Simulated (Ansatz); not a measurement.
input.yaml (Ansatz)

```yaml
crystal:
  lattice:
    - [-1.8905232614, 1.8917064946, 1.3510800163]
    - [1.8917064946, -1.8905232614, 1.3510800163]
    - [3.4463365479, 3.4463365479, -1.3489129225]
  atoms:
    - { symbol: Nb, position: [4.4817e-06, 0.9999955183, 0.0], spin: 1.0 }
    - { symbol: Nb, position: [0.7499955183, 0.2500044817, 0.5], spin: 1.0 }
hamiltonian:
  xc: mr2scan
  pseudopotentials:
    kind: paw
    azcp:
      Nb: "pseudopotentials/Nb.paw.azcp"
basis:
  ecutwfc: 500
  fft_grid_basis: typed
kpoints:
  mp_grid: { grid: [22, 22, 11], shift: [0, 0, 0] }
magnetization:
  spin_polarized: true
scf:
  occupations: { method: fermi_dirac, width: 0.05 }
output:
  stress: true
```

Terminal output

```
Engine: ansatz 0.2.0, aarch64-unknown-linux-gnu
Pseudopotentials: kind: paw
Pseudopotential: Nb, paw, valence charge 13, recommended cutoff 500 eV (meta_gga) 
Functional definition: m-r2SCAN
  exchange = m_r2scan_x
  correlation = m_r2scan_c
Crystal: 2 atoms, lattice volume = 35.228 Å³
Basis set: ecut = 500 eV, 893 PW (Γ), exchange–correlation on 96×96×160 points (64 copies of the dense FFT grid, shifted against one another)
Bands: 18, of which v1, the nominal top of the filled ones, is band 13 counted from 1 (12 counted from 0)
Symmetry: 4 space group operations
Space group: C2/c (ITA 15), of the structure as read, at distance tolerance 3.3e-5 Å
Magnetic group: BNS 15.85 (UNI 92), of the structure as read, at distance tolerance 3.3e-5 Å
k-points: 1398 of 5324
Non-local potential: Nb, projectors of the file, l = 0: 3, l = 1: 2, l = 2: 2, l = 3: 1
PAW form: soft (Blöchl's): semilocal exchange-correlation on the pseudo side does not see the compensation charge
PAW frozen core: Nb, regenerated for the run's functional (the file was generated under x = pbe(κ = 0.804, μ = 0.2195149727645171), c = pbe(β = 0.06672455060314922))
PAW one-centre angular grid: Nb, 590 points (default); XC on 160 Gauss nodes
Initial density: superposition of atomic densities (chi_scale 0.1, normalization cell)
Starting moments: Σ|m| = 2 μB on 2 of 2 sites
Initial wavefunctions: pseudopotential atomic-orbital guess
Functional: x = mr2scan, c = mr2scan; τ floored in thin density (d = 2e-4 eV/Å³)
SCF iter   1: F=—  HF=-9127.237636 eV  |F-HF|=—  |Δ(HF+E_count)|=         —  Δρ=5.27e-2 (↑5.27e-2 ↓2.69e-2)  dr2=2.21e0  dr2_τ=2.14e-2  dr2_m=1.16e-1  M=1.101 μB ∫|m|=1.101 μB  β_m=0.67  ethr=3.10e-3  ⟨swp⟩=5.3  Hψ=215052  notcnv=0
Mixer restart at iter 1: flushing history
SCF iter   2: F=—  HF=-9126.921214 eV  |F-HF|=—  |Δ(HF+E_count)|=   3.16e-1  Δρ=3.44e-2 (↑3.44e-2 ↓2.38e-2)  dr2=1.22e0  dr2_τ=7.59e-3  dr2_m=2.63e-2  M=0.908 μB ∫|m|=0.908 μB  β_m=0.30  ethr=3.10e-3  ⟨swp⟩=2.1  Hψ=88166  notcnv=0  defer=370  κ⁻¹=1.0e0(r=1)
SCF iter   3: F=—  HF=-9126.819060 eV  |F-HF|=—  |Δ(HF+E_count)|=   1.02e-1  Δρ=1.44e-2 (↑6.53e-3 ↓1.44e-2)  dr2=6.92e-2  dr2_τ=1.64e-3  dr2_m=1.54e-2  M=0.400 μB ∫|m|=0.400 μB  β_m=0.30  ethr=3.10e-3  ⟨swp⟩=2.0  Hψ=94619  notcnv=0  defer=370  κ⁻¹=3.6e-2(r=2)
SCF iter   4: F=—  HF=-9126.935645 eV  |F-HF|=—  |Δ(HF+E_count)|=         —  Δρ=7.94e-3 (↑5.35e-3 ↓7.94e-3)  dr2=1.16e-2  dr2_τ=9.51e-4  dr2_m=8.04e-3  M=0.097 μB ∫|m|=0.115 μB  β_m=0.60  ethr=2.66e-4  ⟨swp⟩=3.0  Hψ=101916  notcnv=0  defer=360
Mixer restart at iter 4: flushing history
SCF iter   5: F=—  HF=-9126.947848 eV  |F-HF|=—  |Δ(HF+E_count)|=   1.22e-2  Δρ=4.91e-3 (↑3.23e-3 ↓4.91e-3)  dr2=5.69e-3  dr2_τ=2.18e-4  dr2_m=2.28e-3  M=0.064 μB ∫|m|=0.072 μB  β_m=0.46  ethr=4.48e-5  ⟨swp⟩=2.0  Hψ=66349  notcnv=0  defer=360  κ⁻¹=1.0e0(r=1)
SCF iter   6: F=—  HF=-9126.951561 eV  |F-HF|=—  |Δ(HF+E_count)|=   3.71e-3  Δρ=1.38e-3 (↑1.38e-3 ↓1.15e-3)  dr2=5.61e-4  dr2_τ=2.51e-5  dr2_m=1.89e-4  M=-0.000 μB ∫|m|=0.007 μB  β_m=0.30  ethr=2.19e-5  ⟨swp⟩=2.2  Hψ=94076  notcnv=0  defer=358  κ⁻¹=3.8e-2(r=2)
...
SCF iter  13: F=—  HF=-9126.950911 eV  |F-HF|=—  |Δ(HF+E_count)|=   2.88e-9  Δρ=8.73e-7 (↑8.41e-7 ↓8.73e-7)  dr2=5.09e-11  dr2_τ=6.20e-12  dr2_m=2.08e-10  M=0.000 μB ∫|m|=0.000 μB  β_m=0.30  ethr=2.98e-12  ⟨swp⟩=2.0  Hψ=87870  notcnv=0  defer=313  κ⁻¹=1.7e-8(r=8)
SCF iter  14: F=—  HF=-9126.950911 eV  |F-HF|=—  |Δ(HF+E_count)|=  4.87e-10  Δρ=4.81e-7 (↑4.26e-7 ↓4.81e-7)  dr2=2.12e-11  dr2_τ=1.93e-12  dr2_m=5.79e-11  M=0.000 μB ∫|m|=0.000 μB  β_m=0.83  ethr=1.00e-12  ⟨swp⟩=1.0  Hψ=129746  notcnv=0  κ⁻¹=8.3e-8(r=8)
SCF iter  15: F=-9126.950911 eV  HF=-9126.950911 eV  |F-HF|=0.00e0  |Δ(HF+E_count)|=  1.24e-10  Δρ=5.62e-8 (↑5.62e-8 ↓5.34e-8)  dr2=5.29e-13  dr2_τ=1.44e-13  dr2_m=7.63e-13  M=-0.000 μB ∫|m|=0.000 μB  ethr=1.00e-12  ⟨swp⟩=2.0  Hψ=97677  notcnv=0
SCF 1 converged in 15 iterations: F = -9126.950911 eV  dr2 = 5.29e-13
WARN: the starting moments were not kept: the SCF closed with an absolute magnetisation of 1.6e-6 μB, where they sum to 2 μB in size (2 sites). That is at most 0.1 of that sum. Measured as dr2_m measures the in/out step, that magnetisation stands 2.3e-13 eV from none, at or under the dr2_threshold of 1.0e-7 eV: it is no larger than a step whose dr2_m would equal this threshold. The system may hold no moment; this SCF shows only that its start led to no more than that. To try another start: raise the starting moments (crystal.atoms[].spin, magnetization.per_species, magnetization.initial_magnetization, or on a non-collinear deck that types none of these the spinor_matrix: blocks that start its atoms; where the total moment is fixed, keep their sum and leave initial_magnetization as it is; typed ones take the place of any that the run laid by itself, positive ones on a crystal's lanthanoids without a Hubbard term where scf.initial_density.shell_occupations: [] is typed) or, if the notice of its spin-set hold's release reads "site moments contracting" or "site moments show no strong build", lengthen the hold (scf.mixing.spin_hold: { on: { confirm: 4 } }; for m-r²SCAN on two components see the key's manual first). Each may lead to a state that holds a moment. A second SCF, from the converged charge density, with the starting moments and any scf.initial_density.shell_occupations laid on it anew, would have followed, and was not run: the deck does not ask for one (magnetization.retry_lost_moments is false, the default). To let it run, set magnetization.retry_lost_moments: true and run the deck again, where that key's refused combinations let it; where memory then withholds it, that run's warning says so.
this state was not tested for a lower state beside it, because the mixer in use, unlike msr1, does not test its closes by its own steps (another_mixer; see scf.mixing.algorithm and scf.lower_state_search)
SCF converged after 15 iterations
Magnetization: -0.0000 μB (13.0000 up, 13.0000 down)
Absolute magnetization: 0.0000 μB (∫|ρ↑−ρ↓|, with the PAW one-centre terms)
Spin contamination: 0.0000 ħ² per cell (⟨S²⟩ above its minimum at these occupations)
Per-site moments (μB) at R_I (Å): [(-3.6495350902019694e-7, 1.1146412271716208), (-3.6495350898791746e-7, 1.1146412271716208)]
Free energy (F): -9126.950911 eV
Harris-Foulkes:  -9126.950911 eV  (|F-HF|=0.00e0)
Internal energy: -9126.934379 eV  (E = F + TS)
E sigma→0 (E₀):  -9126.942645 eV
Entropy (-TS):   -0.016531 eV (-8.266 meV/atom)
Fermi energy:    18.421071 eV
--- Per-component energies (eV) ---
  E_band       = -144.486040
  E_kinetic    = 791.394321
  E_local      = -1365.349143  (includes V_loc(G=0)·N_el)
  E_nonlocal   = 239.607143
  E_hartree    = 426.013393
  E_xc         = -340.342471
  E_vxc        = -475.020510  (∫ρ·V_xc dr)
  E_paw        = -6180.850335  (= ΣΔE_a)
  E_vpaw       = -217.061071  (= ΣTr[D̂ρ^β])
  E_aug_tail   = 0.000009  (compensation charges beyond the density's cutoff)
  E_vtau       = 29.916424  (kinetic-family band-sum trace: ∫τ·v_τ [+ j·A + Jᵃ·Aᵃ] dr)
  E_ewald      = -2697.022435
  E_core_change = -0.384861  (= ΣΔE_core)
  E_smearing   = -0.016531  (= −TS)
  E_closure    = 0.000000  (closes the sum)
  Σ components = -9126.950911   (vs F -9126.950911, Δ=0.00e0)
--- Stress (GPa, compression-positive) ---
        7.309775      -0.034378      -0.033609
       -0.034378       7.309775      -0.033609
       -0.033609      -0.033609       8.010106
  P = ⅓ Tr σ = 7.5432 GPa (75.432 kbar)
```
